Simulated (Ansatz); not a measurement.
NbPd$_{2}$ in space group Immm (No. 71; Nb on 2a, Pd on 4i), r²SCAN (plane waves, PAW; program Ansatz), all energies at zero smearing, with the estimated change up to a 700 eV cutoff added, with one set of potentials and settings (totals compare only within such a set). Cell of 3 atoms (1 Nb, 2 Pd): -18536.455 eV.

| element | reference phase | E (eV/atom) |
|---|---|---|
| Nb | Im-3m, 1 atoms in the cell | -4563.6321 |
| Pd | Fm-3m, 1 atoms in the cell | -6985.7456 |

Formation energy per atom, worked out: (-18536.455 − 1×(-4563.6321) − 2×(-6985.7456))/3 = -0.444 eV/atom (-43 kJ per mol of atoms), at 0 K, without zero-point energy or fitted corrections.

The first step of the workflow began from a Materials Project structure, measured or hypothetical; the Crystallography Open Database copy checked does not list it. With Nb and Pd taken as one species the cell has the higher symmetry Fm-3m, so it may be an ordered model of a mixed-site phase. Whether it is the stable phase at ambient conditions was not checked. The cell was relaxed with r²SCAN under the symmetry of its start; its stability against distortions is not shown here. No spin polarisation was allowed. The references are the lowest solids computed at this level, not always the standard phases.

Potentials: the later of the program's two PAW sets.
